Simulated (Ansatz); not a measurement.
## AlFe (Pm-3m): majority and minority states

Geometry: a structure as deposited in COD; nothing is relaxed.

Functional, mesh and filling: PBE, 11×11×11 k mesh, Fermi–Dirac smearing of 0.1 eV. LAPW is all-electron LAPW in Ansatz 0.2.0. Site moments are integrated in spheres about the atoms.

The input and its command:

```yaml
crystal:
  lattice:
    - [2.91, 0.0, 0.0]
    - [0.0, 2.91, 0.0]
    - [0.0, 0.0, 2.91]
  atoms:
    - { symbol: Al, position: [0.0, 0.0, 0.0] }
    - { symbol: Fe, position: [0.5, 0.5, 0.5], spin: 0.8 }
magnetization:
  spin_polarized: true
kpoints:
  mp_grid: { grid: [11, 11, 11] }
scf:
  occupations: { method: fermi_dirac, width: 0.1 }
  lower_state_search: "off"
hamiltonian:
  xc: pbe
  pseudopotentials: { kind: all_electron, lapw: { basis_error: 0.001 } }
output:
  forces: true
  stress: true
  eigenvalues: false
  populations: true
  dos: { projected: true, de: 0.1, e_range: [-8, 5] }
```

Command: `ansatz run input.yaml --threads 1 --pin off --max-ram 3072MiB --backend cpu --events-out ev --progress --plain --runs-dir out`

Density of states, smoothed by a Gaussian of 0.15 eV:

| E − E_F (eV) | majority (states/eV/cell) | minority (states/eV/cell) |
| --- | --- | --- |
| -7.00 | 0.19 | 0.18 |
| -6.75 | 0.22 | 0.22 |
| -6.50 | 0.25 | 0.25 |
| -6.25 | 0.26 | 0.25 |
| -6.00 | 0.25 | 0.24 |
| -5.75 | 0.26 | 0.24 |
| -5.50 | 0.27 | 0.24 |
| -5.25 | 0.32 | 0.27 |
| -5.00 | 0.35 | 0.31 |
| -4.75 | 0.31 | 0.32 |
| -4.50 | 0.29 | 0.29 |
| -4.25 | 0.29 | 0.28 |
| -4.00 | 0.31 | 0.29 |
| -3.75 | 0.38 | 0.32 |
| -3.50 | 0.66 | 0.38 |
| -3.25 | 0.92 | 0.53 |
| -3.00 | 0.79 | 0.79 |
| -2.75 | 0.74 | 0.75 |
| -2.50 | 1.02 | 0.68 |
| -2.25 | 1.33 | 0.88 |
| -2.00 | 1.00 | 1.16 |
| -1.75 | 0.82 | 1.00 |
| -1.50 | 1.52 | 0.80 |
| -1.25 | 2.17 | 0.66 |
| -1.00 | 2.81 | 1.05 |
| -0.75 | 2.39 | 1.26 |
| -0.50 | 1.43 | 1.86 |
| -0.25 | 0.53 | 2.71 |
| 0.00 | 0.26 | 2.16 |
| 0.25 | 0.19 | 1.38 |
| 0.50 | 0.29 | 0.62 |
| 0.75 | 0.72 | 0.22 |
| 1.00 | 0.79 | 0.29 |
| 1.25 | 0.54 | 0.77 |
| 1.50 | 0.41 | 0.85 |
| 1.75 | 0.34 | 0.57 |
| 2.00 | 0.29 | 0.43 |
| 2.25 | 0.21 | 0.35 |
| 2.50 | 0.16 | 0.26 |
| 2.75 | 0.12 | 0.19 |
| 3.00 | 0.13 | 0.14 |
| 3.25 | 0.25 | 0.13 |
| 3.50 | 0.35 | 0.21 |
| 3.75 | 0.48 | 0.29 |
| 4.00 | 0.58 | 0.45 |
| 4.25 | 0.53 | 0.58 |
| 4.50 | 0.49 | 0.59 |

Q: What spin moment does the cell carry?

A: 0.71 μB. Site moments (μB): Al1 -0.03, Fe2 0.77.

Q: How large is the spin polarisation of the states at the Fermi level?

A: (N↑ − N↓)/(N↑ + N↓) = -77 %, from 0.28 and 2.13 states/eV; these are averaged over the run's smearing, not the smoothing of the table, and they move with the mesh.

Löwdin populations of d and f shells (filled inner shells left out):

```csv
shell,up,down
Fe2 3d,3.95,3.16
```

The Ansatz runs typed with the search for lower states off end where their start leads. These are results for the start and cell typed. The real compound can order otherwise, in a larger cell, or not at all, since semilocal functionals at zero temperature often overstate magnetism.
